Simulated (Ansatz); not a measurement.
Al2Cu (Al2Cu type, space group I4/mcm)

```xyz
6
Lattice="-3.0297 3.0297 2.4372 3.0297 -3.0297 2.4372 3.0297 3.0297 -2.4372" Properties=species:S:1:pos:R:3 pbc="T T T"
Al     3.9888     0.9591     0.0000
Al     0.9591     2.0707     0.0000
Al     2.0707     0.9591     2.4372
Al    -0.9591     2.0707     2.4372
Cu     0.0000     0.0000     3.6559
Cu     0.0000     0.0000     1.2186
```

The slice is a (-1 1 0) plane (indices of the conventional cell) through the point (0.658, 0.842, 0.500) (fractional), spanned by u = [110] and v = [112] in vectors of this cell: u (4.87 Å) and v (8.57 Å, at 90° to u). It covers one period; positions are fractions (u, v).

These are PBE (plane waves to 420 eV, PAW, scalar-relativistic; Ansatz, a program for electronic structure) values and carry that method's errors. k mesh 12×12×12. Near the nuclei the fields are pseudised (PAW); where an atom keeps semicore shells as valence, they peak there. Al2Cu is run without spin polarisation. Al2Cu was relaxed with its symmetry unable to fall.

### Question
Sketch the valence electron density on this plane as a map.

### Answer
```
| .---:::::---.|
|-===-------===|
|======---=====|
|==++++===++++=|
|=+*%%*+=+*%%*+|
|=+#@@#+=+#@@#+|
|=+*%%*+=+*%%*+|
|==++++===++++=|
|--===========-|
|----===-===---|
|:::---. .---::|
|:::---   ---::|
|:::---. .---::|
|----===-===---|
|--===========-|
|==++++===++++=|
|=+*%%*+=+*%%*+|
|=+#@@#+=+#@@#+|
|=+*%%*+=+*%%*+|
|==++++===++++=|
|======---=====|
|-===-------===|
| .---:::::---.|
|  ---:::::--- |
```
Scale: ten equal steps from -1.20 (start of ' ') to 0.00 (end of '@'), in the order ' .:-=+*#%@'. Values: log₁₀ of the valence density in e/Å³. The map has 14 points along u (one character each, u = 0 at the left) and 24 along v (v = 0 in the bottom row). The scale is logarithmic, as a density can span decades between atoms and voids.
